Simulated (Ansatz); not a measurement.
Relaxing a structure of NbP

The start is a generated trial cell of NbP in the CsCl structure type. A full variable-cell relaxation at zero pressure is run with r2SCAN (plane waves to 500 eV, PAW, scalar-relativistic; Ansatz, an electronic-structure program). The first steps use a coarse 8×8×8 k-mesh.

Initial structure:
```
NbP
1.0
    2.97866     0.00000     0.00000
    0.00000     2.97866     0.00000
    0.00000     0.00000     2.97866
Nb P
1 1
Direct
  0.00000   0.00000   0.00000
  0.50000   0.50000   0.50000
```

What pressure does the first self-consistent step give?

+33 GPa (positive: the cell is compressed).

How much energy is released per atom?

0.17 eV/atom.

How does the volume change?

+13.6 %, from 13.21 to 15.01 Å³/atom.

How do the shortest distances between atoms change?

The closest pairs of elements (up to four, under 3.6 Å), start → end: Nb–P 2.58 → 2.69 Å; Nb–Nb 2.98 → 3.11 Å; P–P 2.98 → 3.11 Å.

Is the relaxed structure metallic? Give its gap.

Zero (metallic).

The space group stays Pm-3m (No. 221) (the run could not lower it); the end is CsCl type, with 2 atoms in the primitive cell. Final values are on a 15×15×15 k-mesh of the relaxed cell. No spin polarisation in the result.

The run could not lose the symmetry of its start: the end is stationary, and may be a saddle point rather than a minimum.

All atoms sit on sites fixed by symmetry, so only the cell could relax.

The relaxed structure here is a generated cell of NbP: the first start was made by placing the elements on the sites of a structure type, and the end was not matched to a known phase here, so it may be hypothetical.
